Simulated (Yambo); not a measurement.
Yambo run on SiO2 (α-cristobalite, space group P4_12_12, No. 92). The wavefunctions come from this Quantum ESPRESSO step (LDA, PseudoDojo standard norm-conserving files, scalar-relativistic):

```
&CONTROL
  calculation = 'nscf'
  pseudo_dir = './pseudo'
  outdir = './out'
/
&SYSTEM
  ibrav = 0
  nat = 12
  ntyp = 2
  ecutwfc = 84.0
  ecutrho = 336.0
  occupations = 'fixed'
  force_symmorphic = .true.
  nbnd = 321
/
&ELECTRONS
  conv_thr = 1.2000000000000002e-08
  diago_full_acc = .true.
  diago_thr_init = 1e-08
/
ATOMIC_SPECIES
O 15.9990 O.upf
Si 28.0850 Si.upf
CELL_PARAMETERS angstrom
  4.992650000000   0.000000000000   0.000000000000
  0.000000000000   4.992650000000   0.000000000000
  0.000000000000   0.000000000000   6.933930000000
ATOMIC_POSITIONS crystal
O   0.893570000000   0.761390000000   0.320110000000
O   0.738610000000   0.393570000000   0.570110000000
O   0.106430000000   0.238610000000   0.820110000000
O   0.261390000000   0.606430000000   0.070110000000
O   0.393570000000   0.738610000000   0.429890000000
O   0.238610000000   0.106430000000   0.179890000000
O   0.606430000000   0.261390000000   0.929890000000
O   0.761390000000   0.893570000000   0.679890000000
Si   0.698660000000   0.698660000000   0.500000000000
Si   0.801340000000   0.198660000000   0.750000000000
Si   0.301340000000   0.301340000000   0.000000000000
Si   0.198660000000   0.801340000000   0.250000000000
K_POINTS automatic
2 2 2 0 0 0
```

Yambo input:

```
rim_cut
gw0
dyson
el_el_corr
HF_and_locXC
ppa
em1d
RandQpts= 1000000
RandGvec= 1 Ry
EXXRLvcs= 84 Ry
VXCRLvcs= 336 Ry
Chimod= "HARTREE"
% BndsRnXp
 1 | 320 |
%
NGsBlkXp= 8 Ry
% LongDrXp
 1.0 | 1.0 | 1.0 |
%
PPAPntXp= 27.2114 eV
% GbndRnge
 1 | 320 |
%
GTermKind= "BG"
DysSolver= "n"
ExtendOut
% QPkrange
 1 | 1 | 32 | 33 |
 2 | 2 | 32 | 33 |
 3 | 3 | 32 | 33 |
 4 | 4 | 32 | 33 |
 5 | 5 | 32 | 33 |
 6 | 6 | 32 | 33 |
%
```

k points by index: 1 = Γ, 2 = Z, 3 = X, 4 = R, 5 = M, 6 = A.

The o-*.qp file then holds:

```
#    K-point    Band    Eo [eV]    E [eV]    E-Eo [eV]    Vxc [eV]    Vnlxc [eV]    Sc|Eo [eV]    Sc|E [eV]    dSc/dw|Eo [eV]    Re(Z)    Im(Z)
#
    1    32    0.000000    -1.837494    -1.837494    -19.84322    -25.74825    3.664415    4.067543    -5.969565    0.820089    -0.001010
    1    33    5.523467    6.860880    1.337414    -10.09227    -5.561259    -3.008919    -3.193600    -3.757375    0.878671    -0.727633E-3
    2    32    -0.398787    -2.294511    -1.895724    -19.43256    -25.42318    3.678003    4.094902    -5.983863    0.819736    -0.001047
    2    33    6.756422    8.226461    1.470039    -10.99430    -6.313987    -2.996090    -3.210275    -3.964523    0.872833    -0.764336E-3
    3    32    -0.488975    -2.393411    -1.904436    -19.44960    -25.47109    3.697724    4.117049    -5.991155    0.819556    -0.001035
    3    33    7.543290    9.098589    1.555299    -11.20247    -6.319500    -3.096506    -3.327670    -4.044233    0.870607    -0.780139E-3
    4    32    -0.173319    -2.033545    -1.860226    -19.77145    -25.72355    3.682461    4.091878    -5.988613    0.819619    -0.001019
    4    33    7.903654    9.598927    1.695273    -12.17966    -6.766887    -3.451427    -3.717504    -4.270667    0.864345    -0.848900E-3
    5    32    -0.548197    -2.441754    -1.893557    -19.43856    -25.40990    3.662007    4.077782    -5.974570    0.819966    -0.001030
    5    33    8.478147    10.11131    1.633159    -11.10117    -6.054744    -3.166484    -3.413264    -4.111609    0.868734    -0.767651E-3
    6    32    -0.625258    -2.534333    -1.909075    -19.33270    -25.33194    3.669426    4.090162    -5.996700    0.819419    -0.001043
    6    33    8.977151    10.64069    1.663534    -11.05292    -5.911641    -3.224640    -3.477749    -4.140047    0.867946    -0.812312E-3
```
(The two width columns are left out.) Convergence of these settings isn't established.

Geometry of the Materials Project entry, not relaxed at this level.

This is not the ordinary phase of the substance.
